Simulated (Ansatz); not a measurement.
Input file for Ansatz (an electronic-structure program):

Ansatz 0.2 input:
```yaml
crystal:
  lattice:
    - [2.8417477449, 0.0, 0.0]
    - [0.0, 2.8417477449, 0.0]
    - [0.0, 0.0, 2.8417477449]
  atoms:
    - { symbol: Zn, position: [0.5, 0.5, 0.5] }
    - { symbol: Ni, position: [0.0, 0.0, 0.0] }
kpoints:
  mp_grid: { grid: [14, 14, 14] }
hamiltonian:
  xc: pbesol
  pseudopotentials: { kind: paw }
scf:
  occupations: { method: fermi_dirac, width: 0.1 }
phonons:
  method: dfpt
  response_accuracy: low
  eigenvectors: true
  rigid_motions: translations
```

Output (shortened):

```
zone centre: on kpoints.mp_grid the ground state, and the responses unless they are solved on pairs of k-points, stand on 288 of the mesh's 2744 k-points, …
Pseudopotentials: kind: paw
Pseudopotential: Zn, paw, valence charge 12
Pseudopotential: Ni, paw, valence charge 18
Functional definition: PBEsol
Crystal: 2 atoms, lattice volume = 22.949 Å³
Basis set: ecut = 420 eV, 461 PW (Γ), exchange–correlation on 40×40×40 points (8 copies of the dense FFT grid, shifted against one another)
Bands: 19, of which v1, the nominal top of the filled ones, is band 15 counted from 1 (14 counted from 0)
Symmetry: 48 space group operations
k-points: 288 of 2744 (irreducible under 8 space group operations, time reversal used)
PAW frozen core: Zn, regenerated for the run's functional, and the local potential with it
PAW frozen core: Ni, regenerated for the run's functional, and the local potential with it
Initial wavefunctions: pseudopotential atomic-orbital guess
Eigensolver: davidson
Functional: x = pbesol(κ = 0.804, μ = 0.12345679012345678), c = pbesol(β = 0.046)
SCF iter   1: F=—  HF=-9086.428700 eV  |F-HF|=—  |Δ(HF+E_count)|=         —  Δρ=2.73e-2  dr2=1.08e-1  ethr=1.77e-3  ⟨swp⟩=5.2  Hψ=24079  notcnv=0
all-band conjugate gradients solve this SCF's bands
preconditioner: auto → none
SCF iter   2: F=—  HF=-9086.418170 eV  |F-HF|=—  |Δ(HF+E_count)|=   1.05e-2  Δρ=1.36e-2  dr2=3.10e-2  ethr=3.61e-4  ⟨swp⟩=2.0  Hψ=8661  notcnv=0  defer=7
SCF iter   3: F=—  HF=-9086.414936 eV  |F-HF|=—  |Δ(HF+E_count)|=   3.23e-3  Δρ=2.67e-3  dr2=8.71e-4  ethr=1.03e-4  ⟨swp⟩=1.7  Hψ=5905  notcnv=0  defer=7
SCF iter   4: F=—  HF=-9086.414524 eV  |F-HF|=—  |Δ(HF+E_count)|=   4.13e-4  Δρ=8.15e-4  dr2=8.93e-5  ethr=2.90e-6  ⟨swp⟩=2.0  Hψ=7996  notcnv=0  defer=7
SCF iter   5: F=—  HF=-9086.414490 eV  |F-HF|=—  |Δ(HF+E_count)|=   3.35e-5  Δρ=1.92e-4  dr2=3.09e-6  ethr=2.98e-7  ⟨swp⟩=2.0  Hψ=7354  notcnv=0  defer=7
SCF iter   6: F=—  HF=-9086.414488 eV  |F-HF|=—  |Δ(HF+E_count)|=   2.59e-6  Δρ=1.89e-5  dr2=2.20e-8  ethr=1.03e-8  ⟨swp⟩=2.1  Hψ=9265  notcnv=0  defer=7
SCF iter   7: F=—  HF=-9086.414488 eV  |F-HF|=—  |Δ(HF+E_count)|=   1.67e-8  Δρ=2.01e-6  dr2=3.37e-10  ethr=7.33e-11  ⟨swp⟩=2.0  Hψ=9251  notcnv=0  defer=7
SCF iter   8: F=—  HF=-9086.414488 eV  |F-HF|=—  |Δ(HF+E_count)|=  5.71e-10  Δρ=2.03e-7  dr2=6.18e-12  ethr=1.00e-12  ⟨swp⟩=4.8  Hψ=30545  notcnv=0
SCF iter   9: F=-9086.414488 eV  HF=-9086.414488 eV  |F-HF|=0.00e0  |Δ(HF+E_count)|=  1.82e-12  Δρ=1.41e-8  dr2=1.60e-14  ethr=1.00e-12  ⟨swp⟩=5.0  Hψ=22326  notcnv=0
SCF 1 converged in 9 iterations: F = -9086.414488 eV  dr2 = 1.60e-14
DFPT response loops at Γ: preconditioner auto → Kerker (q_TF=auto, 2.853 Å⁻¹) (partly filled bands, converged f_vac=0.000) …
SCF converged after 9 iterations
Free energy (F): -9086.414488 eV
Harris-Foulkes:  -9086.414488 eV  (|F-HF|=0.00e0)
Internal energy: -9086.379139 eV  (E = F + TS)
E sigma→0 (E₀):  -9086.396813 eV
Entropy (-TS):   -0.035348 eV (-17.674 meV/atom)
Fermi energy:    15.877555 eV
--- Per-component energies (eV) ---
  E_band       = -211.041342
  E_kinetic    = 418.242109
  E_local      = -5018.467114  (includes V_loc(G=0)·N_el)
  E_nonlocal   = 1251.763041
  E_hartree    = 2110.966733
  E_xc         = -222.182808
  E_vxc        = -164.453007  (∫ρ·V_xc dr)
  E_paw        = -3385.727896  (= ΣΔE_a)
  E_vpaw       = -920.059790  (= ΣTr[D̂ρ^β])
  E_aug_tail   = -0.000045  (compensation charges beyond the density's cutoff)
  E_ewald      = -4241.967804
  E_core_change = 0.994644  (= ΣΔE_core)
  E_smearing   = -0.035348  (= −TS)
  E_closure    =  0.000000  (closes the sum)
  Σ components = -9086.414488   (vs F -9086.414488, Δ=0.00e0)
  [band-id]    e_kinetic+e_local+e_nonlocal+2·e_hartree+e_vxc+e_vpaw+e_augmentation_tail = -211.041340   (vs E_band -211.041342, Δ=2.04e-6)
--- Band table (eV; the first three rows and the last of 288) ---
  k-point 0: bands = ["-86.8163", "-47.3654", "-47.3654", "-47.3654", "5.3556", "8.1543", "8.1543", "9.0412", "9.0412", "9.0412", "13.5779", "13.5779", "14.9089", "14.9089", "14.9089", "23.2138", "23.2138", "23.2138", "28.8092"]
  k-point 1: bands = ["-86.8162", "-47.3668", "-47.3653", "-47.3653", "5.4559", "8.1683", "8.1788", "9.0311", "9.0311", "9.0462", "13.5702", "13.5843", "14.8581", "14.8581", "14.9040", "22.3723", "23.3833", "23.3833", "28.8475"]
  k-point 2: bands = ["-86.8160", "-47.3705", "-47.3650", "-47.3650", "5.7530", "8.2078", "8.2501", "9.0030", "9.0030", "9.0603", "13.5484", "13.5898", "14.7222", "14.7222", "14.8905", "20.6759", "23.8745", "23.8745", "28.9638"]
  k-point 287: bands = ["-86.8110", "-47.3876", "-47.3876", "-47.3876", "8.3282", "8.3282", "8.3282", "9.4174", "9.4174", "12.4326", "12.4326", "12.4326", "15.2572", "15.2572", "20.9377", "21.3688", "21.3688", "21.3688", "21.9921"]
  band table: 19 of 19 bands, residual norms ≤ 1.0e-3 eV
--- Phonons (Γ-DFPT): 2 representative perturbations + reference, on 288 of 2744 k-points (Σ response iterations 6) ---
  k mesh reduced under 8 symmetry operations, with k and −k counted as one. Each operation leaves every solved perturbation unchanged …
  ASR residual: 9.073e-4 → 0.000e0 eV/Å²; symmetrization residual: 5.429e-5 eV/Å²
  ASR residual per site (eV/Å²): 6.13e-5 9.07e-4
  Γ frequencies (cm⁻¹): 0.00 0.00 0.00 251.62 251.62 251.62
  non-analytic LO–TO correction: not included (Born effective charges unavailable; polar crystals: no LO–TO splitting at Γ)
```

Cost: around 30 core-seconds (rough) on shared cores.

Space group Pm-3m (CsCl type). The first step of the workflow began from a Materials Project structure, measured or hypothetical; the Crystallography Open Database files this formula in space group No. 221, but the cells were not matched. Its standing as an ambient phase is unchecked. The PBEsol relaxation kept the symmetry of its start. At this level the phase is mechanically unstable. No spin polarisation was allowed. As this level gives no gap, phonon frequencies hold no LO–TO term and depend on the k-mesh and smearing (Fermi–Dirac, 0.1 eV here).

Potentials: the later of the program's two PAW sets.

Ansatz is a plane-wave DFT program.
